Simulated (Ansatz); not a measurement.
## Al2GaP3: relaxed-ion elastic tensor

These are results of Ansatz 0.2.0, DFT PBE, scalar-relativistic, plane waves, PAW, not measurements. Cutoff 420 eV, 12×12×2 k-points (Γ-centred), fixed occupations. No spin polarisation.

Equilibrium structure at this level:
```
CELL_PARAMETERS angstrom
3.88588 0.00000 0.00000
-1.94294 3.36527 0.00000
0.00000 0.00000 19.16500
ATOMIC_POSITIONS crystal
Al 0.33333 0.66667 0.00002
Al 0.33333 0.66667 0.66649
Al 0.66667 0.33333 0.16649
Al 0.66667 0.33333 0.50002
Ga 0.33333 0.66667 0.33367
Ga 0.66667 0.33333 0.83367
P 0.33333 0.66667 0.12487
P 0.33333 0.66667 0.45861
P 0.33333 0.66667 0.79134
P 0.66667 0.33333 0.29134
P 0.66667 0.33333 0.62487
P 0.66667 0.33333 0.95861
```

The structure comes from a generated guess, relaxed at this level; another structure or a mixture of phases may lie lower.

Question: Give the relaxed-ion elastic constants (GPa, Voigt order xx yy zz yz xz xy, on the Cartesian axes of the cell above).

Answer:
```
149.5  52.9  37.5   0.0   0.0   0.0
 52.9 149.5  37.5   0.0   0.0   0.0
 37.5  37.5 170.7   0.0   0.0   0.0
  0.0   0.0   0.0  38.6   0.0   0.0
  0.0   0.0   0.0   0.0  38.6   0.0
  0.0   0.0   0.0   0.0   0.0  48.3
```

Question: Is the crystal stable against homogeneous strain?

Answer: Yes: the least eigenvalue of the tensor is 38.6 GPa.

Question: And the moduli of a polycrystal (Hill averages)?

Answer: B = 81 GPa, G = 47 GPa, E = 118 GPa, ν = 0.26.
